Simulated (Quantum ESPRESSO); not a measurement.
## WAl6Mo (finding a planted mistake in a log)

Computed values, not a measurement. The program is pw.x of Quantum ESPRESSO 7.5 (plane-wave density functional theory). The cell is made up: eight metal atoms on a face-centred cubic lattice, with elements, volume, strain and displacements drawn at random and not relaxed, so it may be unstable or far from any real phase. PseudoDojo standard norm-conserving files set the functional (PBE unless stated); there is no spin polarisation or spin-orbit coupling, the Fermi-Dirac width of 0.25 eV means electrons at about 2900 K, and the masses in the input are unused placeholders. Heavy elements are run without spin-orbit coupling, which real alloys of them have. A spin test at this wide smearing found no moment, but such smearing suppresses magnetism that the real alloy may have.

Intended input:

```
&control calculation='scf', pseudo_dir='./dojo.nc.sr.pbe.v0_5.standard.upf', outdir='./o', disk_io='minimal', tprnfor=.true., tstress=.true. /
&system ibrav=0, nat=8, ntyp=3, nbnd=35, ecutwfc=79.96652505, nosym=.true., tot_charge=0,
 occupations='smearing', smearing='fd', degauss=0.0183746611
/
&electrons conv_thr=1.470e-08, electron_maxstep=70, mixing_beta=0.5 /
ATOMIC_SPECIES
Al 1.0 Al.upf
Mo 1.0 Mo.upf
W 1.0 W.upf
CELL_PARAMETERS angstrom
-0.0085 2.0612 2.0329
-4.0823 4.1987 -4.1252
-3.974 -4.1276 4.0879
ATOMIC_POSITIONS angstrom
W -0.0211 0.0211 -0.0528
Al -3.9984 -2.0877 2.038
Al -4.0374 0.0797 -0.0207
Al -4.0733 2.1225 -2.0337
Al -2.0316 0.034 2.0327
Al -2.0541 2.0785 0.0143
Al -6.0315 -0.0495 2.0086
Mo -6.118 2.1539 -0.0632
K_POINTS automatic
10 4 4 1 1 1
```

The log is shortened where brackets say so; the opening notice, blank lines, dates and the lines on written files are dropped, and the path of the files is cut. It prints rydbergs, bohrs and kilobars, and counts compression as positive stress. Its total energy is the free energy E - TS of the whole cell.

Log of the intended run:

```
     Program PWSCF v.7.5
     Parallel version (MPI & OpenMP), running on       4 processor cores
     Number of MPI processes:                 4
     Threads/MPI process:                     1
     [start-up lines left out]
     bravais-lattice index     =            0
     lattice parameter (alat)  =       5.4708  a.u.
     unit-cell volume          =     920.2122 (a.u.)^3
     number of atoms/cell      =            8
     number of atomic types    =            3
     number of electrons       =        46.00
     number of Kohn-Sham states=           35
     kinetic-energy cutoff     =      79.9665  Ry
     charge density cutoff     =     319.8661  Ry
     scf convergence threshold =      1.5E-08
     mixing beta               =       0.5000
     number of iterations used =            8  plain     mixing
     Exchange-correlation= PBE
                           (   1   4   3   4   0   0   0)
     [axes and pseudopotential details left out]
   Cartesian axes
     site n.     atom                  positions (alat units)
         1        W      tau(   1) = (  -0.0072883   0.0072883  -0.0182380  )
         2        Al     tau(   2) = (  -1.3811172  -0.7211281   0.7039608  )
         3        Al     tau(   3) = (  -1.3945885   0.0275298  -0.0071501  )
         4        Al     tau(   4) = (  -1.4069890   0.7331486  -0.7024755  )
         5        Al     tau(   5) = (  -0.7017501   0.0117442   0.7021301  )
         6        Al     tau(   6) = (  -0.7095220   0.7179502   0.0049395  )
         7        Al     tau(   7) = (  -2.0833855  -0.0170982   0.6938055  )
         8        Mo     tau(   8) = (  -2.1132641   0.7439947  -0.0218304  )
     number of k points=    80  Fermi-Dirac smearing, width (Ry)=  0.0184
                       cart. coord. in units 2pi/alat
        k(    1) = (  -0.0897016   0.0343477   0.0360039), wk =   0.0250000
        k(    2) = (  -0.1801358  -0.0098863   0.0804756), wk =   0.0250000
     [further k points left out]
     Dense  grid:    88913 G-vectors     FFT dimensions: (  32,  80,  75)
     Estimated max dynamical RAM per process >     241.38 MB
     Estimated total dynamical RAM >     900.38 MB
     Initial potential from superposition of free atoms
     starting charge      45.9834, renormalised to      46.0000
     Starting wfcs are   44 randomized atomic wfcs
     total cpu time spent up to now is        5.4 secs
     per-process dynamical memory:   194.2 Mb
     Self-consistent Calculation
     iteration #  1     ecut=    79.97 Ry     beta= 0.50
     Davidson diagonalization with overlap
     ethr =  1.00E-02,  avg # of iterations =  3.5
     total cpu time spent up to now is       17.4 secs
     total energy              =    -319.77163279 Ry
     estimated scf accuracy    <       0.62068291 Ry
     iteration #  2     ecut=    79.97 Ry     beta= 0.50
     Davidson diagonalization with overlap
     ethr =  1.35E-03,  avg # of iterations =  3.1
     total cpu time spent up to now is       30.0 secs
     total energy              =    -319.31111606 Ry
     estimated scf accuracy    <      10.46944260 Ry
     [iterations 3 to 12 left out]
     iteration # 13     ecut=    79.97 Ry     beta= 0.50
     Davidson diagonalization with overlap
     ethr =  4.55E-10,  avg # of iterations =  1.5
     total cpu time spent up to now is      145.8 secs
     total energy              =    -320.07734104 Ry
     estimated scf accuracy    <       0.00000019 Ry
     iteration # 14     ecut=    79.97 Ry     beta= 0.50
     Davidson diagonalization with overlap
     ethr =  4.12E-10,  avg # of iterations =  1.0
     total cpu time spent up to now is      154.4 secs
     End of self-consistent calculation
     [lines on levels left out]
!    total energy              =    -320.07734106 Ry
     estimated scf accuracy    <          2.0E-09 Ry
     smearing contrib. (-TS)   =      -0.07813548 Ry
     internal energy E=F+TS    =    -319.99920558 Ry
     The total energy is F=E-TS. E is the sum of the following terms:
     one-electron contribution =    -181.72655323 Ry
     hartree contribution      =     107.21763357 Ry
     xc contribution           =     -66.49774029 Ry
     ewald contribution        =    -178.99254562 Ry
     convergence has been achieved in  14 iterations
     Forces acting on atoms (cartesian axes, Ry/au):
     atom    1 type  3   force =    -0.00701405   -0.01039828    0.00886821
     atom    2 type  1   force =     0.01281035    0.00052749    0.00167206
     atom    3 type  1   force =    -0.02123217    0.00034258   -0.00525562
     atom    4 type  1   force =    -0.02577340    0.00458641   -0.00941350
     atom    5 type  1   force =     0.02788404   -0.00507562    0.00271270
     atom    6 type  1   force =     0.01494996   -0.00374802    0.00022541
     atom    7 type  1   force =    -0.02202412    0.01895906   -0.01127490
     atom    8 type  2   force =     0.02039938   -0.00519361    0.01246563
     Total force =     0.065376     Total SCF correction =     0.000146
     Computing stress (Cartesian axis) and pressure
          total   stress  (Ry/bohr**3)                   (kbar)     P=      -78.38
  -0.00043832   0.00023137  -0.00018837          -64.48       34.04      -27.71
   0.00023137  -0.00061406   0.00008532           34.04      -90.33       12.55
  -0.00018837   0.00008532  -0.00054608          -27.71       12.55      -80.33
     init_run     :      4.92s CPU      5.12s WALL (       1 calls)
     electrons    :    148.13s CPU    149.05s WALL (       1 calls)
     forces       :      1.72s CPU      1.74s WALL (       1 calls)
     stress       :      6.15s CPU      6.18s WALL (       1 calls)
     [timing details left out]
     PWSCF        :   2m41.23s CPU   2m42.42s WALL
     JOB DONE.
```

A second run was made from an input with one planted mistake. Its log:

```
     Program PWSCF v.7.5
     Parallel version (MPI & OpenMP), running on       4 processor cores
     Number of MPI processes:                 4
     Threads/MPI process:                     1
     [start-up lines left out]
     bravais-lattice index     =            0
     lattice parameter (alat)  =       5.4708  a.u.
     unit-cell volume          =     920.2122 (a.u.)^3
     number of atoms/cell      =            8
     number of atomic types    =            3
     number of electrons       =        46.00
     number of Kohn-Sham states=           35
     kinetic-energy cutoff     =      79.9665  Ry
     charge density cutoff     =     319.8661  Ry
     scf convergence threshold =      1.5E-08
     mixing beta               =       0.5000
     number of iterations used =            8  plain     mixing
     Exchange-correlation= PBE
                           (   1   4   3   4   0   0   0)
     [axes and pseudopotential details left out]
   Cartesian axes
     site n.     atom                  positions (alat units)
         1        W      tau(   1) = (  -0.0072883   0.0072883  -0.0182380  )
         2        Al     tau(   2) = (  -1.3811172  -0.7211281   0.7039608  )
         3        Al     tau(   3) = (  -1.3945885  -0.0035578  -0.0071501  )
         4        Al     tau(   4) = (  -1.4069890   0.7331486  -0.7024755  )
         5        Al     tau(   5) = (  -0.7017501   0.0117442   0.7021301  )
         6        Al     tau(   6) = (  -0.7095220   0.7179502   0.0049395  )
         7        Al     tau(   7) = (  -2.0833855  -0.0170982   0.6938055  )
         8        Mo     tau(   8) = (  -2.1132641   0.7439947  -0.0218304  )
     number of k points=    80  Fermi-Dirac smearing, width (Ry)=  0.0184
                       cart. coord. in units 2pi/alat
        k(    1) = (  -0.0897016   0.0343477   0.0360039), wk =   0.0250000
        k(    2) = (  -0.1801358  -0.0098863   0.0804756), wk =   0.0250000
     [further k points left out]
     Dense  grid:    88913 G-vectors     FFT dimensions: (  32,  80,  75)
     Estimated max dynamical RAM per process >     241.38 MB
     Estimated total dynamical RAM >     900.38 MB
     Initial potential from superposition of free atoms
     starting charge      45.9834, renormalised to      46.0000
     Starting wfcs are   44 randomized atomic wfcs
     total cpu time spent up to now is        5.5 secs
     per-process dynamical memory:   194.2 Mb
     Self-consistent Calculation
     iteration #  1     ecut=    79.97 Ry     beta= 0.50
     Davidson diagonalization with overlap
     ethr =  1.00E-02,  avg # of iterations =  3.5
     total cpu time spent up to now is       17.8 secs
     total energy              =    -319.75496693 Ry
     estimated scf accuracy    <       0.64492622 Ry
     iteration #  2     ecut=    79.97 Ry     beta= 0.50
     Davidson diagonalization with overlap
     ethr =  1.40E-03,  avg # of iterations =  3.1
     total cpu time spent up to now is       30.9 secs
     total energy              =    -319.28351163 Ry
     estimated scf accuracy    <      10.92024912 Ry
     [iterations 3 to 12 left out]
     iteration # 13     ecut=    79.97 Ry     beta= 0.50
     Davidson diagonalization with overlap
     ethr =  3.68E-10,  avg # of iterations =  2.0
     total cpu time spent up to now is      145.1 secs
     total energy              =    -320.07634994 Ry
     estimated scf accuracy    <       0.00000025 Ry
     iteration # 14     ecut=    79.97 Ry     beta= 0.50
     Davidson diagonalization with overlap
     ethr =  3.68E-10,  avg # of iterations =  1.0
     total cpu time spent up to now is      153.6 secs
     End of self-consistent calculation
     [lines on levels left out]
!    total energy              =    -320.07634996 Ry
     estimated scf accuracy    <          2.9E-09 Ry
     smearing contrib. (-TS)   =      -0.07814530 Ry
     internal energy E=F+TS    =    -319.99820466 Ry
     The total energy is F=E-TS. E is the sum of the following terms:
     one-electron contribution =    -181.39242878 Ry
     hartree contribution      =     107.04811291 Ry
     xc contribution           =     -66.49541990 Ry
     ewald contribution        =    -179.15846890 Ry
     convergence has been achieved in  14 iterations
     Forces acting on atoms (cartesian axes, Ry/au):
     atom    1 type  3   force =    -0.00716864   -0.01043503    0.00868180
     atom    2 type  1   force =     0.01328721   -0.00121025    0.00280680
     atom    3 type  1   force =    -0.02073221    0.01130085   -0.00821680
     atom    4 type  1   force =    -0.02587198    0.00237610   -0.00768295
     atom    5 type  1   force =     0.02973027   -0.00671246    0.00302171
     atom    6 type  1   force =     0.01300113   -0.00551870   -0.00000711
     atom    7 type  1   force =    -0.02416758    0.01758565   -0.01121959
     atom    8 type  2   force =     0.02192180   -0.00738617    0.01261615
     Total force =     0.068056     Total SCF correction =     0.000096
     Computing stress (Cartesian axis) and pressure
          total   stress  (Ry/bohr**3)                   (kbar)     P=      -78.92
  -0.00044650   0.00023195  -0.00018969          -65.68       34.12      -27.90
   0.00023195  -0.00061506   0.00009071           34.12      -90.48       13.34
  -0.00018969   0.00009071  -0.00054789          -27.90       13.34      -80.60
     init_run     :      4.89s CPU      5.09s WALL (       1 calls)
     electrons    :    147.25s CPU    148.13s WALL (       1 calls)
     forces       :      1.77s CPU      1.77s WALL (       1 calls)
     stress       :      6.22s CPU      6.23s WALL (       1 calls)
     [timing details left out]
     PWSCF        :   2m40.56s CPU   2m41.67s WALL
     JOB DONE.
```

Question: the log repeats what the program read. Compare it with the intended run: what was wrong in the second input?

Answer: one coordinate of one atom is wrong. The input lines that differ:

```
- Al -4.0374 0.0797 -0.0207
+ Al -4.0374 -0.0103 -0.0207
```

```
                                            intended run  run with the mistake
                          free energy (eV)     -4354.874             -4354.861
         entropy term -TS, part of it (eV)        -1.063                -1.063
                            pressure (GPa)         -7.84                 -7.89
size of the largest force component (eV/Å)         0.717                 0.764
largest change of a force component (eV/Å)                               0.282
                                iterations            14                    14
```

For scale, a rerun of the intended cell at a higher cutoff and on a denser mesh moved values by no more than 0.006 eV in energy, 0.09 GPa in stress and 0.014 eV/Å in force, and a second program with other atomic files agreed on that cell to 2 % rms in force and 0.5 GPa in pressure.